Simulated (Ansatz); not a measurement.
HfSi2 (MoSi2 or CaC2 type, I4/mmm) at seven volumes, LDA in the plane-wave PAW code Ansatz, shape and atoms relaxed at each. One row is withheld.

```tsv
V (Å³/atom)	P (GPa)
13.985	16.90
14.446	10.40
14.907	?
15.368	0.00
15.829	-4.10
16.290	-7.62
16.751	-10.62
```

Q: Fit the shown pressures and predict the withheld one.

A: P = (3/2)B₀(x^(7/2) − x^(5/2))[1 + (3/4)(B′ − 4)(x − 1)] with x = (V₀/V)^(2/3). Least squares on the six rows gives V₀ = 15.369 Å³/atom, B₀ = 147 GPa, B′ = 4.13. At V = 14.907, x = 1.0206 and P = 4.78 GPa. The run itself gave 4.81 GPa.

A made-up cell: these elements were put on the sites of a structure type; neither database checked (COD, Materials Project) lists it. COD files the formula under space group No. 63, so this cell is another polymorph or a model. Its standing as an ambient phase is unchecked. Symmetry was held in the LDA relaxation; of distortions, only those at the zone centre were tested. The run is not spin-polarised. Spin–orbit coupling is left out wherever it is not named.

Potentials: the later of the program's two PAW sets.
